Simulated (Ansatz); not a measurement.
Here is the system:

Cd$_{2}$TeS:
Space group P3m1 (No. 156); a = 4.346 Å, b = 4.346 Å, c = 7.141 Å, α = 90.00°, β = 90.00°, γ = 120.00°

```
atom  site  symmetry       x       y       z
----  ----  --------  ------  ------  ------
Cd      1c       3m.  0.6667  0.3333  0.4722
Cd      1a       3m.  0.0000  0.0000  0.0249
Te      1a       3m.  0.0000  0.0000  0.6310
S       1c       3m.  0.6667  0.3333  0.1199
```

This is the PBEsol-relaxed structure.

Task: All from the program Ansatz at the PBEsol level (PAW), unless another level is named. Give the electronic character.

Result: no gap, with almost no states at the Fermi level (zero-gap or semimetallic).

Task: Predict the HSE06 gap on the PBEsol cell.

Result: 0.92 eV (a hybrid on a coarse mesh can open a false gap in a semimetal).

Task: What about the formation energy from the elements (no fitted shifts)?

Result: -458 meV/atom.

Task: Predict the gap with spin–orbit coupling.

Result: none (metallic).

The workflow started from a Materials Project entry (that database holds measured and hypothetical structures alike); the Crystallography Open Database copy checked does not list it. Whether it is the stable phase at ambient conditions was not checked. The cell was relaxed with PBEsol under the symmetry of its start; of distortions, only those at the zone centre were tested. The references are the lowest solids computed at this level, not always the standard phases. Scalar-relativistic: spin–orbit coupling is off unless named, which matters more the heavier the elements.

Potentials: the later of the program's two PAW sets.
